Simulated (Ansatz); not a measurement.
CdTe (zinc blende, F-43m), a = b = c = 6.490 Å, α = β = γ = 90.00°; the cell used has 2 atoms.

Relaxed with PBEsol. PBEsol in the plane-wave PAW code Ansatz gives a gap of 0.65 eV.

What gap does HSE06 give on the same cell (Ansatz, PAW)?

1.62 eV, 0.97 eV more. The hybrid was solved on a coarser mesh and at special points; the gap given is the minimum over both.

```json
[
 {"k": "Γ", "v1 PBEsol": "0.00", "c1 PBEsol": "0.65", "v1 HSE06": "0.00", "c1 HSE06": "1.62"},
 {"k": "X", "v1 PBEsol": "-1.87", "c1 PBEsol": "2.51", "v1 HSE06": "…", "c1 HSE06": "…"},
 {"k": "L", "v1 PBEsol": "-0.78", "c1 PBEsol": "1.73", "v1 HSE06": "…", "c1 HSE06": "…"},
 {"k": "W", "v1 PBEsol": "-2.21", "c1 PBEsol": "4.21", "v1 HSE06": "…", "c1 HSE06": "…"},
 {"k": "K", "v1 PBEsol": "-1.55", "c1 PBEsol": "2.82", "v1 HSE06": "…", "c1 HSE06": "…"}
]
```

Top valence (v1) and lowest conduction level (c1) in eV from each method's valence maximum (which need not be a listed point): supply the withheld HSE06 values.


- W, v1 HSE06: -2.32
- W, c1 HSE06: 5.24
- K, v1 HSE06: -1.64
- K, c1 HSE06: 3.66
- L, v1 HSE06: -0.82
- L, c1 HSE06: 2.64
- X, v1 HSE06: -1.99
- X, c1 HSE06: 3.29

Cost on shared cores: the PBEsol run (SCF on a 7×7×7 mesh, then bands and DOS) very roughly 23 core-seconds, the HSE06 run (SCF on 6×6×6, then a few points) around 110 core-seconds (rough); the tasks are unlike.

Symmetry was held in the PBEsol relaxation. Scalar-relativistic: spin–orbit coupling is off unless named, which matters more the heavier the elements.

Potentials: the earlier of the program's two PAW sets. The files were generated under PBE; for other functionals the program regenerates the frozen cores, and for LDA and PBEsol the local potential too.
